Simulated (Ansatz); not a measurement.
Total density of states per atom from DFT-r²SCAN in the program Ansatz with PAW potentials, in 0.25 eV bins, energy from the Fermi level:

```
E (eV) | states/eV/atom
    -7.85 |  0.01
    -7.60 |  0.00
    -7.35 |  0.00
    -7.10 |  0.00
    -6.85 |  0.00
    -6.60 |  0.00
    -6.35 |  0.00
    -6.10 |  0.00
    -5.85 |  0.00
    -5.60 |  0.00
    -5.35 | ############################## 16.7
    -5.10 | ############################## 16.9
    -4.85 | # 0.45
    -4.60 | ## 0.85
    -4.35 | # 0.62
    -4.10 | # 0.42
    -3.85 | # 0.35
    -3.60 | # 0.33
    -3.35 | # 0.31
    -3.10 | # 0.36
    -2.85 | # 0.57
    -2.60 | ### 1.52
    -2.35 | ### 1.72
    -2.10 | ## 1.22
    -1.85 | # 0.45
    -1.60 |  0.24
    -1.35 |  0.17
    -1.10 |  0.05
    -0.85 |  0.09
    -0.60 |  0.13
    -0.35 |  0.22
    -0.10 | # 0.34
     0.15 | # 0.44
     0.40 | # 0.48
     0.65 | # 0.52
     0.90 | ## 0.90
     1.15 | # 0.70
     1.40 | ## 1.06
     1.65 | ### 1.75
     1.90 | # 0.80
     2.15 | # 0.35
     2.40 | # 0.31
     2.65 | # 0.34
     2.90 | # 0.78
     3.15 | # 0.74
     3.40 | ## 1.06
     3.65 | ## 1.11
     3.90 | ## 0.88
     4.15 | ## 1.02
     4.40 | # 0.63
     4.65 | # 0.65
     4.90 | # 0.49
```

Question: Which compound is it?
A) SnO, CsCl type
B) MgSe, P4_2/mmc (Mg on 2c, Se on 2e)
C) LuTlTe2, R-3m (Lu on 3b, Tl on 3a, Te on 6c)
D) Lu3SnC, anti-perovskite

Answer: D, Lu3SnC, anti-perovskite. Within 0.5 eV of the Fermi level: Lu 5d 89 %. Projections are on Löwdin-orthogonalised atomic valence shells; empty p or d shells of many metals are not among them.

Space group Pm-3m (anti-perovskite). The workflow started from a Materials Project entry (that database holds measured and hypothetical structures alike); the Crystallography Open Database copy checked does not list it. Its standing as an ambient phase is unchecked. The r²SCAN relaxation kept the symmetry of its start; its stability against distortions is not shown here. Spin–orbit coupling is left out wherever it is not named.

Potentials: the later of the program's two PAW sets.
